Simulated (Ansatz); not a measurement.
**BSe₂, one structure, two calculations**

Cell: a Materials Project structure (computed, not necessarily an observed phase), taken as it stands.

```cif
data_BSe2
_symmetry_space_group_name_H-M 'P2_1/c'
_symmetry_Int_Tables_number 14
_cell_length_a 7.4224
_cell_length_b 11.2570
_cell_length_c 8.4157
_cell_angle_alpha 90.000
_cell_angle_beta 117.833
_cell_angle_gamma 90.000
loop_
_atom_site_label
_atom_site_type_symbol
_atom_site_symmetry_multiplicity
_atom_site_Wyckoff_symbol
_atom_site_fract_x
_atom_site_fract_y
_atom_site_fract_z
B1 B 4 e 0.3224 0.3666 0.2318
B5 B 4 e 0.5158 0.1328 0.2517
Se9 Se 4 e 0.2543 0.5353 0.2230
Se13 Se 4 e 0.5764 0.3022 0.2588
Se17 Se 4 e 0.2573 0.0780 0.2236
Se21 Se 4 e 0.1043 0.2640 0.2103
```

One atom of each set is listed.

First run. Level of theory: DFT, PBE, plane waves and PAW, scalar-relativistic, 420 eV cutoff, Γ-centred 5×3×4 k-points, Fermi–Dirac smearing 0.05 eV (Ansatz 0.2.0).

```
site  V_zz (10²¹ V/m²)     η
  B1              1.79  0.05
  B5              1.73  0.11
 Se9              25.1  0.73
Se13              22.4  0.46
Se17              46.5  0.63
Se21              46.2  0.62
```

Second run. The same atoms and settings, except that the cutoff is 350 eV.

Task: Given the first result, estimate the second.

Result: 

```json
{"site": "B1", "V_zz": "1.78", "η": "0.05", "change of V_zz": "-0.01"}
{"site": "B5", "V_zz": "1.73", "η": "0.11", "change of V_zz": "0.00"}
{"site": "Se9", "V_zz": "25.1", "η": "0.73", "change of V_zz": "-0.01"}
{"site": "Se13", "V_zz": "22.4", "η": "0.46", "change of V_zz": "0.00"}
{"site": "Se17", "V_zz": "46.4", "η": "0.63", "change of V_zz": "-0.02"}
{"site": "Se21", "V_zz": "46.1", "η": "0.62", "change of V_zz": "-0.03"}
```

The largest change of V_zz is on Se21, from 46.2 to 46.1.
